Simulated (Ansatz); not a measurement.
Ge in space group P6/mmm (No. 191; Pearson symbol hP40), PBE in the plane-wave PAW code Ansatz. The conduction-band minimum lies at K, with 2 equivalent valleys. Second derivatives d²E/dk² of the lowest band at one valley (eV·Å²), along Cartesian directions:

| direction | d²E/dk² |
|---|---|
| [100] | 54.24 |
| [010] | 54.24 |
| [001] | 23.06 |
| [110] | 54.24 |
| [101] | 38.68 |
| [011] | 38.68 |

Task: Find the principal effective masses, the density-of-states mass and the conductivity mass.

Result: Off-diagonal terms follow from H_xy = H[110] − (H_xx + H_yy)/2, and m*/mₑ = 7.620 eV·Å² over each eigenvalue: 0.14, 0.14, 0.33. One valley's DOS mass (m₁m₂m₃)^(1/3) = 0.19, conductivity mass 3/(Σ 1/mᵢ) = 0.17 mₑ.

Task: What effective density of states Nc follows at 300 K for parabolic valleys?

Result: Nc = 2.509e19 × 2 × (0.19)^(3/2) ≈ 4.2e18 cm⁻³.

The start of the workflow was typed in or built on a structure type; neither database checked (COD, Materials Project) lists it. It is not the phase usual at ambient conditions (space group No. 227). The cell was relaxed with PBE under the symmetry of its start; its stability against distortions is not shown here. Spin–orbit coupling is left out wherever it is not named.

Potentials: the later of the program's two PAW sets.

Edges and masses are those of Kohn–Sham bands, whose gap is no quasiparticle gap.
